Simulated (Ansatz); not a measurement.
One slab under several functionals: fcc Ni (111), 5 layers

All-electron LAPW in Ansatz 0.2.0, scalar-relativistic, no spin–orbit coupling; ferromagnetic start. Each functional has its own bulk lattice constant and relaxed 1×1 slab, with 16 to 20 Å of vacuum and a dipole correction.

```
functional  area (Å²)  γ (J/m²)  Φ (eV)  Δd12 (%)
       LDA       5.08      2.52       ?      -1.3
    PBEsol       5.19         ?    5.23      -1.3
       PBE       5.36      1.94    5.06      -1.3
```

Q: Fill in "γ (J/m²)" for the row "PBEsol".

A: 2.32.

Q: What belongs in the row "LDA", column "Φ (eV)"?

A: 5.51.
